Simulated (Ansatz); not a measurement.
Li2Bi: reading a single point

```
CELL_PARAMETERS angstrom
4.78927 0.00000 0.00000
-2.39464 4.14764 0.00000
0.00000 0.00000 3.02751
ATOMIC_POSITIONS crystal
Li 0.33330 0.66670 0.50000
Li 0.66660 0.33330 0.50000
Bi 0.00000 0.00000 0.00000
```

Method: PBE, no spin polarisation; PAW, plane waves to 420 eV, 6×6×8 Γ-centred mesh, fermi-dirac occupations (width 0.0229 eV) (Ansatz 0.2.0), atoms fixed.

**Electronic structure.** It is a metal, with about 0.84 states/eV a cell as the mean within 0.25 eV of the Fermi level, mostly Bi p (76 %).
**Forces.** The forces vanish by the symmetry of the sites.
**Charges.** Bader charges in e: Li +0.84, Bi -1.68. In the mean Li gives up most and Bi takes most.
**Stress.** The pressure is 4.5 GPa (compression positive), so with the atoms held at these fractions the cell would first expand. The principal stresses -2.4, -2.4, 18.1 GPa differ, so its shape would change too.

Origin: a known structure type with other elements, at an estimated volume, so it need not be a known compound.
